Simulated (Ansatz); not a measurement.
Co (hcp type) under strong compression

```yaml
crystal:
  lattice:
    - [2.45475, 0.00000, 0.00000]
    - [-1.22738, 2.12588, 0.00000]
    - [0.00000, 0.00000, 3.95998]
  atoms:
    - { symbol: Co, position: [0.33333, 0.66667, 0.25000] }
    - { symbol: Co, position: [0.66667, 0.33333, 0.75000] }
```

The cell comes from a relaxation on PAW files under the same functional.

Its volume is scaled, and at each volume shape and atoms are relaxed on PAW files; all methods then take that cell.

Level of theory: DFT with PBE, scalar-relativistic, in Ansatz 0.2.0; a Γ-centred 17×17×10 k mesh, Fermi–Dirac smearing of 0.05 eV, no spin polarisation. LAPW: all electrons, basis error target 1 meV/atom; PAW: frozen-core files, cutoff 420 eV; crystal datasets: all electrons, by PAW datasets that the program makes for each cell; norm-conserving: pseudopotentials, cutoff 1306 eV; PAW (partial waves polarizable): frozen-core files, cutoff 420 eV.

Energies are extrapolated to zero smearing and count from the unscaled cell; pressure is positive in compression; gaps take the mesh and a band path. No temperature or zero-point motion is included.

Spin polarisation is left out, though a magnetic state may lie lower.

```tsv
V/V0	V (Å³/atom)	P LAPW (GPa)	ΔE LAPW (eV/atom)	P PAW − LAPW (GPa)	ΔE PAW − LAPW (meV/atom)	space group	shortest distance (Å)
1.00	10.33	-0.10	0.000	0.10	0.0	P6_3/mmc	2.435
0.88	9.09	?	?	?	?	?	?
0.78	8.06	112.8	0.628	0.17	1.9	P6_3/mmc	2.244
0.68	7.03	240.2	1.722	0.31	3.4	P6_3/mmc	2.144
0.58	5.99	485.8	3.972	0.58	6.1	P6_3/mmc	2.034
0.50	5.17	857.6	7.341	0.10	8.7	P6_3/mmc	1.937
0.43	4.44	1445	12.410	-6.79	-1.6	P6_3/mmc	1.843
```

(1) Fit the Vinet equation to the LAPW pressures shown (residuals weighted by 1/(|P| + 0.03·Pmax)), and predict the pressure of the withheld row.

(2) At the smallest volume, how far do crystal datasets and norm-conserving and PAW (partial waves polarizable) lie from LAPW in pressure?

(3) How do the Löwdin populations by LAPW change from the unscaled cell to the last row?

Results:

(1) The fit gives V0 = 10.33 Å³/atom, B0 = 244 GPa and B0′ = 5.14. At 9.09 Å³/atom, x = (V/V0)^(1/3) = 0.9584, and P = 3·B0·(1 − x)/x²·exp[1.5·(B0′ − 1)·(1 − x)] = 42.9 GPa. The run itself gave 43.7 GPa (-1.9 % off) and ΔE = 0.147 eV/atom.

(2) crystal datasets: 0.00 GPa; norm-conserving: -25.01 GPa; PAW (partial waves polarizable): -6.81 GPa, on a LAPW pressure of 1445 GPa.

(3) Co 3s 1.98 → 1.92, Co 4s 0.95 → 0.75, Co 3d 7.87 → 8.23 electrons an atom. These are projections on the shells that the free atoms fill; 0.40 e a cell lies outside them at the start and 0.25 e at the end.
